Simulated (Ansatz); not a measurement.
# Lattice vibrations of SiSbS₃ at Γ

Theory: DFT PBE, scalar-relativistic, plane waves, PAW (Ansatz 0.2.0). Cutoff 420 eV, 6×6×4 k-points (Γ-centred), fixed occupations. No spin polarisation. Phonons by linear response, acoustic sum rule imposed.

Equilibrium structure at this level:
```xyz
10
Lattice="6.4917 0.0000 0.0000 -3.2459 5.6220 0.0000 0.0000 0.0000 7.9759" Properties=species:S:1:pos:R:3 pbc="T T T"
Si    0.0000    0.0000    6.8272
Si    0.0000    0.0000    1.1486
Sb    3.2459    1.8740    7.6155
Sb    0.0000    3.7480    0.3603
S     4.4525    0.1194    6.1284
S     1.1230    1.7063    6.1284
S     4.1621    3.7963    6.1284
S    -1.2066    5.5026    1.8474
S    -0.9162    1.8257    1.8474
S     2.1229    3.9157    1.8474
```

The structure comes from a proposed guess, relaxed at this level; another structure or a mixture of phases may lie lower. Spin–orbit coupling is left out, which matters for heavy elements. Modes under 40 cm⁻¹ are poorly fixed. No dispersion correction is applied, so modes and constants that involve weak contacts between layers, chains or molecules come out too soft.

Task: Is this structure stable against zone-centre distortions?

Result: Yes, at Γ: no optical mode is imaginary. Strains and other wave vectors aren't tested by this run.

Task: List the optical modes at Γ without the LO field (i marks imaginary ones).

Result:
| frequency (meV) | degeneracy | IR intensity of the level ((D/Å)²/amu) |
| --- | --- | --- |
| 3.8 | 1 | 0.00 |
| 10.8 | 1 | 0.00 |
| 11.1 | 2 | 0.00 |
| 12.0 | 2 | 19.53 |
| 14.3 | 2 | 0.00 |
| 15.6 | 1 | 0.19 |
| 19.5 | 2 | 17.64 |
| 20.4 | 1 | 0.08 |
| 23.4 | 2 | 0.00 |
| 30.0 | 2 | 24.23 |
| 30.4 | 2 | 0.00 |
| 31.2 | 1 | 0.00 |
| 38.5 | 1 | 1.18 |
| 40.7 | 1 | 0.00 |
| 47.9 | 1 | 0.16 |
| 57.3 | 2 | 0.00 |
| 59.3 | 2 | 57.96 |
| 70.7 | 1 | 0.00 |
